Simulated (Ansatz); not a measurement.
YZn5:
```
CELL_PARAMETERS angstrom
      5.26783     0.00000     0.00000
     -2.63392     4.56208     0.00000
      0.00000     0.00000     4.13129
ATOMIC_POSITIONS crystal
  Y  0.00000 0.00000 0.00000
  Zn 0.00000 0.50000 0.50000
  Zn 0.50000 0.00000 0.50000
  Zn 0.50000 0.50000 0.50000
  Zn 0.33333 0.66667 0.00000
  Zn 0.66667 0.33333 0.00000
```

Relaxed with r²SCAN. Special points in fractions of this cell's reciprocal vectors: Γ (0.000, 0.000, 0.000); M (0.500, 0.000, 0.000); K (0.333, 0.333, 0.000); A (0.000, 0.000, 0.500); L (0.500, 0.000, 0.500); H (0.333, 0.333, 0.500).

**Question.** List the band energies nearest the Fermi level at these points for plane-wave PAW r²SCAN (Ansatz code).

**Answer.** In eV from the Fermi level; about four levels below and three above (degenerate sets whole), none deeper than 8.9 eV; points with the same levels are listed once.

```tsv
k	below	above
Γ	-1.49 -0.65 -0.65 -0.61	2.71 2.71 3.29
M	-7.01 -3.39 -2.95 -0.80	0.51 0.76 1.73
K	-0.05 -0.05 -0.01 -0.01	0.07 2.76 2.76
A	-2.11 -2.11 -1.09 -1.09	0.34 0.95 0.95
L	-4.80 -1.81 -1.29 -0.92	0.58 1.66 3.10
H	-4.94 -4.94 -2.63 -2.55	1.31 1.31 1.69 1.69
```

Space group P6/mmm. The first step of the workflow began from a Materials Project structure, measured or hypothetical; the Crystallography Open Database files this formula in space group No. 191, but the cells were not matched. Whether it is the stable phase at ambient conditions was not checked. The cell was relaxed with r²SCAN under the symmetry of its start; whether a distortion lowers the energy is not shown. The run is not spin-polarised. Scalar-relativistic: spin–orbit coupling is off unless named, which matters more the heavier the elements.

Potentials: the later of the program's two PAW sets.
